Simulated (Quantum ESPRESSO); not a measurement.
```cif
data_N4
_chemical_formula_sum 'N4'
_space_group_name_H-M_alt 'P 1'
_space_group_IT_number 1
_cell_length_a 4.08406
_cell_length_b 4.08406
_cell_length_c 5.34591
_cell_angle_alpha 90.000
_cell_angle_beta 90.000
_cell_angle_gamma 90.000
loop_
_space_group_symop_operation_xyz
  'x, y, z'
loop_
_atom_site_label
_atom_site_type_symbol
_atom_site_fract_x
_atom_site_fract_y
_atom_site_fract_z
_atom_site_occupancy
N1 N 0.90428 0.90428 0.00000 1
N2 N 0.09572 0.09572 0.00000 1
N3 N 0.59572 0.40428 0.50000 1
N4 N 0.40428 0.59572 0.50000 1
```

The geometry is that of Materials Project entry mp-570747, symmetrised and not relaxed again.

Problem. What does norm-conserving LDA (Quantum ESPRESSO, 84 Ry, no spin-orbit coupling) give for the electronic structure near the Fermi level?

Solution. The LDA gap is indirect, 6.72 eV, from A to Γ; the smallest direct gap is 6.92 eV. 

The structure is a Materials Project entry; no match was found in the copy of COD used, and its stability was not checked.

The distance between layers or molecules is the database entry's, not relaxed here. Functionals without dispersion can leave it too large, which widens gaps and weakens the response across layers: the numbers belong to this cell.
